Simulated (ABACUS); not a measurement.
A self-consistent single point of AgNO3 (R3m, 5 atoms in the cell; from Materials Project mp-8196, lattice scaled a little) with ABACUS.

All values come from this method and carry its errors: LDA (PW92), PseudoDojo 0.4 standard norm-conserving LDA (tails mended) pseudopotentials (plane waves; ABACUS).

```xyz
5
Lattice="2.5987 1.5004 2.8874 -2.5987 1.5004 2.8874 0.0000 -3.0007 2.8874" Properties=species:S:1:pos:R:3 pbc="T T T"
Ag     0.0000     0.0000     8.6452
N      0.0000     0.0000     4.9730
O      0.0000    -1.2741     4.9929
O      1.1034     0.6371     4.9929
O     -1.1034     0.6371     4.9929
```

Reference input (self-consistent single point, DFT, LDA (PW92), plane waves, PseudoDojo 0.4 standard norm-conserving LDA (tails mended) pseudopotentials): KPT = Gamma 6 6 6 0 0 0; basis_type = pw; dft_functional = PWLDA; ecutwfc = 86 Ry; smearing_method = gaussian; smearing_sigma = 0.00146997 Ry; potentials = PseudoDojo 0.4 standard norm-conserving LDA (tails mended); symmetry = 1; symmetry_prec = 1e-05; ks_solver = cg; scf_nmax = 100; scf_thr = 1.0e-09 Ry. This run's input differs from it in these lines:

```diff
@@ -6,3 +6,3 @@
 dft_functional       PWLDA
-ecutwfc              86.0
+ecutwfc              60.2
 symmetry             1
```

The program printed (abridged):

```
 SELF-CONSISTENT
 -------------------------------------------
                                 init_chg = atomic

 PW ALGORITHM --------------- ION=   1  ELEC=   1--------------------------------

 Density error is 0.667571801907
                          Error Threshold = 0.01
 E_KohnSham     -429.0917806274      -5838.0931814989
 E_Fermi        0.4077819341         5.5481578450

 PW ALGORITHM --------------- ION=   1  ELEC=   2--------------------------------

 Density error is 0.0510796510584
                          Error Threshold = 0.00158945667121
 E_KohnSham     -429.2424121355      -5840.1426283067
   [... lines left out ...]

 Density error is 2.65121767911e-08
                          Error Threshold = 1.83652396717e-10
 E_KohnSham     -429.2425736232      -5840.1448254606
 E_Fermi        0.3679103428         5.0056770156

 PW ALGORITHM --------------- ION=   1  ELEC=  12--------------------------------

 Density error is 7.46106567974e-10
                          Error Threshold = 6.3124230455e-11
 E_KohnSham     -429.2425736270      -5840.1448255122
 E_KS(sigma->0) -429.2425736270      -5840.1448255122
 E_entropy(-TS) -0.0000000000        -0.0000000000
 E_Fermi        0.3679162805         5.0057578019
 charge density convergence is achieved
 final etot is -5840.1448255 eV
 EFERMI = 5.0057578019 eV

 STATE ENERGY(eV) AND OCCUPATIONS    NSPIN == 1
   [... 28 lines left out ...]

 TOTAL-FORCE (eV/Angstrom)
                       Ag1         0.0000000000         0.0000000000         0.0330889235
                        N1         0.0000000000         0.0000000000         0.0332790694
                        O1         0.0000000000         1.0454054625        -0.0221226643
                        O2        -0.9053478166        -0.5227027351        -0.0221226643
                        O3         0.9053478166        -0.5227027351        -0.0221226643

 TOTAL-STRESS (KBAR)
      -263.2936404861         0.0000000000         0.0000000000
         0.0000000000      -263.2937141580         0.0000303955
        -0.0000000000         0.0000303955      -194.9043959028
 TOTAL-PRESSURE: -240.497250 KBAR

 --------------------------------------------
 !FINAL_ETOT_IS -5840.1448255122086266 eV
 --------------------------------------------
```

The run converged in 12 iterations. Against the reference run the free energy rises by 158 meV/atom, the pressure goes from -9.90 to -24.05 GPa, the largest force goes from 1.118 to 1.046 eV/Å and the gap on the mesh hardly changes (1.530 to 1.538 eV).

Forces above 1 eV/Å remain at this geometry. This run is one point of a test of settings, so its values need not be converged; read them against the reference run alone. The structure comes from a collection of computed structures, made at another level of theory; the collection holds predicted forms beside known ones. Its lattice was then scaled.

Cost on one core: roughly 70 core-seconds.

At a cut-down plane-wave cutoff the stress holds a Pulay term: a spurious tension from the incomplete basis, which lowers the pressure; energies, forces and gaps of such rows are unconverged too.

“Tails mended”: in these copies of the files the far tail of each local potential was reset to the Coulomb form.
